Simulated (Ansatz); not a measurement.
**Structures of Ca₂Ga: which is lowest?**

Plane-wave DFT in Ansatz with scalar-relativistic PAW potentials, cutoff 420 eV, Γ-centred meshes chosen by cell and gap, Gaussian smearing with energies taken to zero width. Every cell was relaxed (cell and atoms) in a run of its own, within the symmetry of its start. Functional: PBE.

Relaxed structures (starts from databases or built by putting these elements on another compound's sites):
A. Pn-3m, 6 atoms in the computed cell, a = 6.483 Å; sites (symmetry × multiplicity) Ca .-3m × 4, Ga -43m × 2; start: built
B. P4/nmm, 6 atoms in the computed cell, a = 4.725 Å, c = 8.313 Å; sites (symmetry × multiplicity) Ca -4m2 × 2 + 4mm × 2, Ga 4mm × 2; start: built

Problem. Rank them by energy. Could pressure change the order?

Solution.
```tsv
structure	group	E − E(lowest) (meV/atom)	V (Å³/atom)	gap on mesh (eV)
B	P4/nmm	0.0	30.93	0.00
A	Pn-3m	550	45.42	0.00
```

B is lowest, 550 meV/atom under A. The lowest is also the densest of these, so pressure wouldn't bring one of the others in at first order. Other structures may lie lower than all of these, and vibrations aren't counted.